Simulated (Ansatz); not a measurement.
Cs$_{2}$Se:
```
CELL_PARAMETERS angstrom
      0.00000     4.06270     4.06270
      4.06270     0.00000     4.06270
      4.06270     4.06270     0.00000
ATOMIC_POSITIONS crystal
  Cs 0.75000 0.75000 0.75000
  Cs 0.25000 0.25000 0.25000
  Se 0.00000 0.00000 0.00000
```

x, y and z are the axes in which the lattice vectors are written.

Q: Give the high-frequency dielectric tensor and the Born effective charge tensors of the independent atoms from DFPT, LDA in the plane-wave PAW code Ansatz.

A: 
ε∞:
```
3.88  0.00  0.00
0.00  3.88  0.00
0.00  0.00  3.88
```
Z* of atom 1 (Cs), rows: field, columns: displacement, in e:
```
1.04  0.00  0.00
0.00  1.04  0.00
0.00  0.00  1.04
```
Z* of atom 3 (Se), rows: field, columns: displacement, in e:
```
-2.09   0.00   0.00
 0.00  -2.09   0.00
 0.00   0.00  -2.09
```

Space group Fm-3m (anti-fluorite). The first step of the workflow began from a Materials Project structure, measured or hypothetical; the Crystallography Open Database copy checked does not list it. Its standing as an ambient phase is unchecked. Symmetry was held in the LDA relaxation; its stability against distortions is not shown here. Scalar-relativistic: spin–orbit coupling is off unless named, which matters more the heavier the elements.

Potentials: the later of the program's two PAW sets.
